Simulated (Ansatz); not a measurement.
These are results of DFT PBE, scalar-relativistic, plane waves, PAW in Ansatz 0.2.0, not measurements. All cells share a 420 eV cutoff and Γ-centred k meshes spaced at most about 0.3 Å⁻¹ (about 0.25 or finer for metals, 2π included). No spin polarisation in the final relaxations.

These are static total energies at zero pressure.

Two forms of BaHf3O2 were relaxed alike.

A.

```xyz
6
Lattice="6.5186 0.0000 0.0000 -3.2593 5.6453 0.0000 0.0000 0.0000 2.9177" Properties=species:S:1:pos:R:3 pbc="T T T"
Ba    0.0000    0.0000    0.0000
Hf    3.2593    0.0000    1.4589
Hf    1.6297    2.8227    1.4589
Hf   -1.6297    2.8227    1.4589
O     0.0000    3.7635    0.0000
O     3.2593    1.8818    0.0000
```

B.

```xyz
6
Lattice="3.0789 0.0000 0.0000 0.0000 3.0789 0.0000 0.0000 0.0000 12.3177" Properties=species:S:1:pos:R:3 pbc="T T T"
Ba    1.5394    1.5394    6.1588
Hf    0.0000    0.0000    0.0000
Hf    0.0000    0.0000    9.3546
Hf    0.0000    0.0000    2.9631
O     1.5394    1.5394    9.0060
O     1.5394    1.5394    3.3117
```

Task: Which form is favoured at zero pressure, and by what margin per atom?

Result: B is lower, by 243 meV/atom. A has space group P6/mmm (No. 191), 17.9 Å³/atom and no gap on its mesh; B has space group P4/mmm (No. 123), 19.5 Å³/atom and no gap. Counting O atoms around Ba and Hf (those within 1.25 times the shortest such distance or 1.15 times the sum of covalent radii; the shortest distance is added where it is long for a bond; a slash parts the counts of unlike sites), A has Ba 6 from 3.8 Å, Hf 4 and B has Ba 2, Hf 4/8 from 4.0 Å. The lower one is the more open, so pressure narrows the difference. Both come from invented guesses. A third cell relaxed alike, in P4/mmm, lies 0.37 eV/atom below the lower of the two.

These runs have no spin–orbit coupling, which can matter for Hf. Cells relaxed within their symmetry can be saddle points.
